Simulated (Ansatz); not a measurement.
Ca (fcc, Cu type)

```yaml
crystal:
  lattice:
    - [0.00000, 2.78428, 2.78428]
    - [2.78428, 0.00000, 2.78428]
    - [2.78428, 2.78428, 0.00000]
  atoms:
    - { symbol: Ca, position: [0.00000, 0.00000, 0.00000] }
```

The slice is a {100} plane (indices of the conventional cell) through the point (0.000, 0.000, 0.000) (fractional), spanned by u = [100] and v = [0 1 -1] in vectors of this cell: u (3.94 Å) and v (3.94 Å, at 90° to u). It covers one period; positions are fractions (u, v).

All values below come from r2SCAN (plane waves to 500 eV, PAW, scalar-relativistic; Ansatz, a quantum-chemistry and plane-wave program). k mesh 14×14×14. These are valence fields of a PAW run, semicore shells included where kept as valence: close to a nucleus they are smooth pseudo fields. Ca was relaxed with its symmetry unable to fall. The PAW data are Ansatz's earlier set.

Task: What is the valence density on the shortest Ca–Ca line in this plane (3.94 Å), at its midpoint?

Result: 0.05 e/Å³.

Task: What is the ELF at the midpoint of the shortest Ca–Ca line in this plane (3.94 Å)?

Result: 0.39.

Task: Predict the map of the electron localisation function (ELF) on the slice.

Result: 
```
|xxxxxx998844000000334433000000448899xxxx|
|xxxx9999772200001133443311000022779999xx|
|9999998855110000224455442200001155889999|
|9988775511000011335566553311000011557788|
|5544221100000033556677665533000000112244|
|0000000000002255667777776655220000000000|
|0000000011335566777777777766553311000000|
|0000112233556677778888887777665533221100|
|3333334455667777888888888877776655443333|
|4444445566777777888888888877777766554444|
|3333334455667777888888888877776655443333|
|0000112233556677778888887777665533221100|
|0000000011335566777777777766553311000000|
|0000000000002255667777776655220000000000|
|5544221100000033556677665533000000112244|
|9988775511000011335566553311000011557788|
|9999998855110000224455442200001155889999|
|xxxx9999772200001133443311000022779999xx|
|xxxxxx998844000000334433000000448899xxxx|
|xxxxxx999944000000334433000000449999xxxx|
```
Scale: ten equal steps from 0.04 (start of '0') to 0.86 (end of '9'), in the order '0123456789'. Values: electron localisation function (ELF). The map has 20 points along u (two characters each, u = 0 at the left) and 20 along v (v = 0 in the bottom row). Points within 0.5 Å of a nucleus are blanked (x), as the pseudised field means little there.
